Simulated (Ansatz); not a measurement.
SiGe (NiAs type, P6_3/mmc) under volume change, plane-wave PAW PBE (Ansatz code), shape and atoms relaxed at each volume.

```csv
V (Å³/atom),E − E(relaxed) (meV/atom),P (GPa)
16.736,32.0,7.75
17.288,11.1,4.50
17.840,0.4,1.79
18.391,0.0,0.00
18.943,…,…
19.495,13.1,-3.63
20.046,…,…
```

**Question.** Complete the blanks.

**Answer.** 
- 20.046, E − E(relaxed) (meV/atom): 28.1
- 20.046, P (GPa): -5.09
- 18.943, E − E(relaxed) (meV/atom): 3.5
- 18.943, P (GPa): -1.95

**Question.** What does a third-order Birch–Murnaghan fit give for V₀, B₀ and B′?

**Answer.** V₀ = 18.34 Å³/atom, B₀ = 68.3 GPa, B′ = 4.4.

A made-up cell: these elements were put on the sites of a structure type; neither database checked (COD, Materials Project) lists it. Its standing as an ambient phase is unchecked. The PBE relaxation kept the symmetry of its start; its stability against distortions is not shown here.

Potentials: the earlier of the program's two PAW sets.
